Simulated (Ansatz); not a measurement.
LaC$_{2}$:
```yaml
crystal:
  lattice:
    - [-2.00942, 2.42997, 2.71636]
    - [2.00942, -2.42997, 2.71636]
    - [2.00942, 2.42997, -2.71636]
  atoms:
    - { symbol: La, position: [0.00000, 0.00000, 0.00000] }
    - { symbol: C, position: [0.63249, 0.50000, 0.13249] }
    - { symbol: C, position: [0.36751, 0.50000, 0.86751] }
```

Relaxed with r²SCAN. Special points in fractions of this cell's reciprocal vectors: Γ (0.000, 0.000, 0.000); X (0.500, 0.500, -0.500); F2 (0.387, 0.613, -0.387); Σ0 (-0.387, 0.387, 0.387); Y0 (0.450, -0.450, 0.450); U0 (0.550, 0.450, -0.450); R (0.000, 0.500, 0.000); W (0.250, 0.250, 0.250); S (0.500, 0.000, 0.000); T (0.000, 0.000, 0.500).

Question: List the band energies nearest the Fermi level at these points for plane-wave PAW r²SCAN (Ansatz code).

Answer: In eV from the Fermi level; about four levels below and three above (degenerate sets whole), none deeper than 8.9 eV; points with the same levels are listed once.

```
k                     below           above
--  -----------------------  --------------
Γ   -3.82 -3.53 -1.77 -0.71  1.85 1.91 1.96
X   -6.12 -4.75 -3.89 -3.88  0.37 0.94 2.19
F2  -6.68 -4.57 -4.06 -3.92  1.22 1.55 1.74
Y0  -6.34 -4.52 -3.98 -3.89  0.44 1.10 2.03
R   -7.56 -5.88 -4.93 -3.14  1.04 1.99 2.09
W   -6.28 -5.13 -4.58 -4.31  0.18 0.78 1.79
S   -7.80 -5.28 -4.87 -3.05  0.76 1.69 1.89
T   -4.40 -4.26 -3.62 -1.77  1.04 2.15 2.25
```

Space group Immm. The first step of the workflow began from a Materials Project structure, measured or hypothetical; the Crystallography Open Database copy checked does not list it. COD files the formula under space group No. 139. Whether it is the stable phase at ambient conditions was not checked. The r²SCAN relaxation kept the symmetry of its start; its stability against distortions is not shown here. Spin–orbit coupling is left out wherever it is not named.

Potentials: the later of the program's two PAW sets.
